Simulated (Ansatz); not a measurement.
An Ansatz (a first-principles code) run. Input:

Ansatz 0.2 input:
```yaml
crystal:
  lattice:
    - [3.8900747947, 0.0, 0.0]
    - [0.0, 3.8900747947, 0.0]
    - [0.0, 0.0, 3.8900747947]
  atoms:
    - { symbol: Ga, position: [0.0, 0.0, 0.0] }
    - { symbol: Pt, position: [0.0, 0.5, 0.5] }
    - { symbol: Pt, position: [0.5, 0.0, 0.5] }
    - { symbol: Pt, position: [0.5, 0.5, 0.0] }
kpoints:
  mp_grid: { grid: [8, 8, 8] }
  band_path:
    path:
      - [[0.0, 0.0, 0.0], [0.0, 0.5, 0.0], [0.5, 0.5, 0.0], [0.0, 0.0, 0.0], [0.5, 0.5, 0.5], [0.0, 0.5, 0.0]]  # Γ-X-M-Γ-R-X
      - [[0.5, 0.5, 0.5], [0.5, 0.5, 0.0]]  # R-M
    npoints: 12
basis: { xc_grid: 2 }
hamiltonian:
  xc: pbesol
  pseudopotentials: { kind: paw }
magnetization: { noncollinear: true, spin_orbit: true }
scf:
  n_extra_bands: 13
  convergence: { dr2_threshold: 0.0000000001 }
  occupations: { method: gaussian, width: 0.05 }
output: { eigenvalues: true }
```

Output (shortened):

```
Pseudopotentials: kind: paw_fr
Pseudopotential: Ga, paw_fr, valence charge 13
Pseudopotential: Pt, paw_fr, valence charge 18
Functional definition: PBEsol
non-collinear run that drives no moment, with spin-orbit …
Crystal: 4 atoms, lattice volume = 58.867 Å³
Basis set: ecut = 420 eV, 1189 PW (Γ), exchange–correlation on 54×54×54 points (8 copies of the dense FFT grid, shifted against one another)
Bands: 80, of which v1, the nominal top of the filled ones, is band 67 counted from 1 (66 counted from 0)
Symmetry: 48 space group operations + 48 with time reversal
k-points: 35 of 512
Projection manifold: j_resolved (fully-relativistic pseudo-atomic orbitals)
PAW frozen core: Ga, regenerated for the run's functional, and the local potential with it
PAW frozen core: Pt, regenerated for the run's functional, and the local potential with it
Initial density: superposition of atomic densities (chi_scale 0.1, normalization cell, long waves kept (reshape's long-wave potential 0.00 eV rms))
Initial wavefunctions: pseudopotential atomic-orbital guess
Eigensolver: davidson
Functional: x = pbesol(κ = 0.804, μ = 0.12345679012345678), c = pbesol(β = 0.046)
SCF iter   1: F=—  HF=-41001.045148 eV  |F-HF|=—  |Δ(HF+E_count)|=         —  Δρ=1.18e-1  dr2=9.57e0  dr2_m=0.00e0 (ungated)  ethr=3.10e-3  |M|=0.00e0 ∫|m|=0.00e0 μB  |m|>n=0.0e0 m-floor=0.0e0 τ_xc=0.0e0  β_m=0.30  ⟨swp⟩=5.9  Hψ=5634  notcnv=0  defer=6
all-band conjugate gradients solve this SCF's bands
preconditioner: auto → Kerker (q_TF=auto, 2.788 Å⁻¹)
spin=Noncollinear: Kerker preconditioning applied to the charge; magnetization (m_x, m_y, m_z) channels mix plain (no charge-response kernel on spin).
SCF iter   2: F=—  HF=-40999.426328 eV  |F-HF|=—  |Δ(HF+E_count)|=    1.62e0  Δρ=7.61e-2  dr2=3.90e0  dr2_m=0.00e0 (ungated)  ethr=3.10e-3  |M|=0.00e0 ∫|m|=0.00e0 μB  |m|>n=0.0e0 m-floor=0.0e0 τ_xc=0.0e0  β_m=0.54  ⟨swp⟩=2.1  Hψ=2105  notcnv=0  defer=230
SCF iter   3: F=—  HF=-40998.342677 eV  |F-HF|=—  |Δ(HF+E_count)|=    1.08e0  Δρ=1.47e-2  dr2=7.44e-2  dr2_m=0.00e0 (ungated)  ethr=3.10e-3  |M|=0.00e0 ∫|m|=0.00e0 μB  |m|>n=0.0e0 m-floor=0.0e0 τ_xc=0.0e0  β_m=0.62  ⟨swp⟩=2.1  Hψ=1966  notcnv=0  defer=230
SCF iter   4: F=—  HF=-40998.341198 eV  |F-HF|=—  |Δ(HF+E_count)|=   1.48e-3  Δρ=5.57e-3  dr2=1.35e-2  dr2_m=0.00e0 (ungated)  ethr=1.11e-4  |M|=0.00e0 ∫|m|=0.00e0 μB  |m|>n=0.0e0 m-floor=0.0e0 τ_xc=0.0e0  β_m=0.70  ⟨swp⟩=2.1  Hψ=2473  notcnv=0  defer=238
SCF iter   5: F=—  HF=-40998.338014 eV  |F-HF|=—  |Δ(HF+E_count)|=   3.18e-3  Δρ=1.14e-3  dr2=1.87e-3  dr2_m=0.00e0 (ungated)  ethr=2.01e-5  |M|=0.00e0 ∫|m|=0.00e0 μB  |m|>n=0.0e0 m-floor=0.0e0 τ_xc=0.0e0  β_m=0.85  ⟨swp⟩=2.3  Hψ=2349  notcnv=0  defer=238
SCF iter   6: F=—  HF=-40998.337698 eV  |F-HF|=—  |Δ(HF+E_count)|=   3.16e-4  Δρ=6.02e-4  dr2=1.71e-4  dr2_m=0.00e0 (ungated)  ethr=2.79e-6  |M|=0.00e0 ∫|m|=0.00e0 μB  |m|>n=0.0e0 m-floor=0.0e0 τ_xc=0.0e0  β_m=0.92  ⟨swp⟩=2.0  Hψ=2024  notcnv=0  defer=238
SCF iter   7: F=—  HF=-40998.337645 eV  |F-HF|=—  |Δ(HF+E_count)|=   5.31e-5  Δρ=8.70e-5  dr2=5.76e-6  dr2_m=0.00e0 (ungated)  ethr=2.55e-7  |M|=0.00e0 ∫|m|=0.00e0 μB  |m|>n=0.0e0 m-floor=0.0e0 τ_xc=0.0e0  β_m=0.96  ⟨swp⟩=2.0  Hψ=1812  notcnv=0  defer=238
SCF iter   8: F=—  HF=-40998.337643 eV  |F-HF|=—  |Δ(HF+E_count)|=   2.41e-6  Δρ=2.24e-5  dr2=3.37e-7  dr2_m=0.00e0 (ungated)  ethr=8.60e-9  |M|=0.00e0 ∫|m|=0.00e0 μB  |m|>n=0.0e0 m-floor=0.0e0 τ_xc=0.0e0  β_m=0.98  ⟨swp⟩=2.0  Hψ=1829  notcnv=0  defer=238
SCF iter  11: F=-40998.337642 eV  HF=-40998.337642 eV  |F-HF|=2.18e-11  |Δ(HF+E_count)|=  7.06e-10  Δρ=3.06e-7  dr2=5.82e-11  dr2_m=0.00e0 (ungated)  ethr=1.00e-12  |M|=0.00e0 ∫|m|=0.00e0 μB  |m|>n=0.0e0 m-floor=0.0e0 τ_xc=0.0e0  ⟨swp⟩=7.8  Hψ=5282  notcnv=0
SCF 1 converged in 11 iterations: F = -40998.337642 eV  dr2 = 5.82e-11
NSCF: frozen V_eff on 74 k-points
SCF converged after 11 iterations
Magnetization: |M| = 0.0000 μB,  M = (+0.0000, +0.0000, +0.0000) μB
Absolute magnetization: 0.0000 μB (∫|m|)
  site 0: m = (+0.0000, +0.0000, +0.0000) μB, |m| = 0.0000 μB  (R = 1.13 Å)
  site 1: m = (+0.0000, +0.0000, +0.0000) μB, |m| = 0.0000 μB  (R = 1.13 Å)
  site 2: m = (+0.0000, +0.0000, +0.0000) μB, |m| = 0.0000 μB  (R = 1.13 Å)
  site 3: m = (+0.0000, +0.0000, +0.0000) μB, |m| = 0.0000 μB  (R = 1.13 Å)
Free energy (F): -40998.337642 eV
Harris-Foulkes:  -40998.337642 eV  (|F-HF|=2.18e-11)
Internal energy: -40998.335488 eV  (E = F + TS)
E sigma→0 (E₀):  -40998.336565 eV
Entropy (-TS):   -0.002154 eV (-0.539 meV/atom)
Fermi energy:    21.162388 eV
--- Per-component energies (eV) ---
  E_band       = -413.705677
  E_kinetic    = 2032.750383
  E_local      = -5998.942675  (includes V_loc(G=0)·N_el)
  E_nonlocal   = 1000.092900
  E_hartree    = 2397.580331
  E_xc         = -851.937358
  E_vxc        = -968.787645  (∫ρ·V_xc dr)
  E_paw        = -29978.244276  (= ΣΔE_a)
  E_vpaw       = -1273.979705  (= ΣTr[D̂ρ^β])
  E_aug_tail   = 0.000340  (compensation charges beyond the density's cutoff)
  E_ewald      = -9601.377786
  E_core_change = 1.742653  (= ΣΔE_core)
  E_smearing   = -0.002154  (= −TS)
  E_closure    =  0.000000  (closes the sum)
  Σ components = -40998.337642   (vs F -40998.337642, Δ=0.00e0)
  [band-id]    e_kinetic+e_local+e_nonlocal+2·e_hartree+e_vxc+e_vpaw+e_augmentation_tail = -413.705740   (vs E_band -413.705677, Δ=-6.27e-5)
--- Band table (eV; the first three rows and the last of 35) ---
  k-point 0: bands = ["-77.1774", "-77.1774", "-77.1394", "-77.1394", "-77.1394", "-77.1394", "-42.5586", "-42.5586", "-42.5586", "-42.5586", "-42.4445", "-42.4445", "-27.7441", "-27.7441", "-27.6025", "-27.6025", "-27.6025", "-27.6025", "-27.4465", "-27.4465", "-27.3019", "-27.3019", "-27.3019", "-27.3019", "6.1334", "6.1334", "6.1334", "6.1334", "6.5782", "6.5782", "6.5782", "6.5782", "6.5923", "6.5923", "9.9481", "9.9481", "13.5731", "13.5731", "15.1527", "15.1527", "15.1527", "15.1527", "15.1708", "15.1708", "15.4048", "15.4048", "15.4048", "15.4048", "18.6273", "18.6273", "18.6273", "18.6273", "19.1451", "19.1451", "20.3344", "20.3344", "20.3344", "20.3344", "20.9018", "20.9018", "20.9018", "20.9018", "21.1981", "21.1981", "21.3701", "21.3701", "21.3848", "21.3848", "22.0371", "22.0371", "22.0371", "22.0371", "25.4821", "25.4821", "28.8332", "28.8332", "28.8332", "28.8332", "29.4159", "29.4159"]
  k-point 1: bands = ["-77.1761", "-77.1761", "-77.1407", "-77.1407", "-77.1394", "-77.1394", "-42.5586", "-42.5586", "-42.5547", "-42.5547", "-42.4484", "-42.4484", "-27.7334", "-27.7334", "-27.5998", "-27.5998", "-27.5949", "-27.5949", "-27.4487", "-27.4487", "-27.3173", "-27.3173", "-27.3082", "-27.3082", "6.1366", "6.1366", "6.1394", "6.1394", "6.5817", "6.5817", "6.5859", "6.5859", "6.5957", "6.5957", "10.1417", "10.1417", "13.7026", "13.7026", "15.1962", "15.1962", "15.2078", "15.2078", "15.2468", "15.2468", "15.3762", "15.3762", "15.5538", "15.5538", "18.3533", "18.3533", "18.4596", "18.4596", "18.9385", "18.9385", "19.9114", "19.9114", "20.1995", "20.1995", "20.2169", "20.2169", "20.7440", "20.7440", "20.8185", "20.8185", "21.2013", "21.2013", "21.7366", "21.7366", "22.4925", "22.4925", "22.5634", "22.5634", "25.6869", "25.6869", "28.4942", "28.4942", "28.8047", "28.8047", "29.4535", "29.4535"]
  k-point 2: bands = ["-77.1726", "-77.1726", "-77.1442", "-77.1442", "-77.1394", "-77.1394", "-42.5586", "-42.5586", "-42.5442", "-42.5442", "-42.4593", "-42.4593", "-27.7069", "-27.7069", "-27.5885", "-27.5885", "-27.5739", "-27.5739", "-27.4562", "-27.4562", "-27.3600", "-27.3600", "-27.3239", "-27.3239", "6.1442", "6.1442", "6.1539", "6.1539", "6.5900", "6.5900", "6.6044", "6.6044", "6.6045", "6.6045", "10.7071", "10.7071", "14.0093", "14.0093", "14.9900", "14.9900", "15.3259", "15.3259", "15.4645", "15.4645", "15.5568", "15.5568", "15.9834", "15.9834", "17.8040", "17.8040", "18.0457", "18.0457", "18.6550", "18.6550", "18.6877", "18.6877", "19.6402", "19.6402", "19.8853", "19.8853", "20.0236", "20.0236", "20.4416", "20.4416", "20.7708", "20.7708", "21.7815", "21.7815", "23.6661", "23.6661", "23.8464", "23.8464", "25.1322", "25.1322", "28.7337", "28.7337", "29.1441", "29.1441", "29.5521", "29.5521"]
  k-point 34: bands = ["-77.1520", "-77.1520", "-77.1520", "-77.1520", "-77.1519", "-77.1519", "-42.5229", "-42.5229", "-42.5217", "-42.5217", "-42.5217", "-42.5217", "-27.7148", "-27.7148", "-27.6819", "-27.6819", "-27.5070", "-27.5070", "-27.5070", "-27.5070", "-27.3071", "-27.3071", "-27.3071", "-27.3071", "6.1482", "6.1482", "6.1482", "6.1482", "6.5674", "6.5674", "6.6263", "6.6263", "6.6263", "6.6263", "12.4614", "12.4614", "14.5270", "14.5270", "14.5270", "14.5270", "14.5473", "14.5473", "16.7792", "16.7792", "16.7792", "16.7792", "17.6522", "17.6522", "18.5499", "18.5499", "18.5499", "18.5499", "18.6745", "18.6745", "18.7544", "18.7544", "18.7544", "18.7544", "19.1510", "19.1510", "19.5954", "19.5954", "19.5954", "19.5954", "20.4853", "20.4853", "20.8831", "20.8831", "21.5570", "21.5570", "21.5570", "21.5570", "23.4672", "23.4672", "25.4826", "25.4826", "26.1070", "26.1070", "26.1070", "26.1070"]
  band table: 80 of 80 bands, residual norms ≤ 1.0e-3 eV
```

Cost: around 60 core-seconds (rough) on shared cores.

Space group Pm-3m (Cu3Au type). The first step of the workflow began from a Materials Project structure, measured or hypothetical; the Crystallography Open Database copy checked does not list it. COD files the formula under space group No. 127. Whether it is the stable phase at ambient conditions was not checked. Symmetry was held in the PBEsol relaxation; whether a distortion lowers the energy is not shown. No spin polarisation was allowed.

Potentials: the later of the program's two PAW sets.

Ansatz is a plane-wave DFT program.
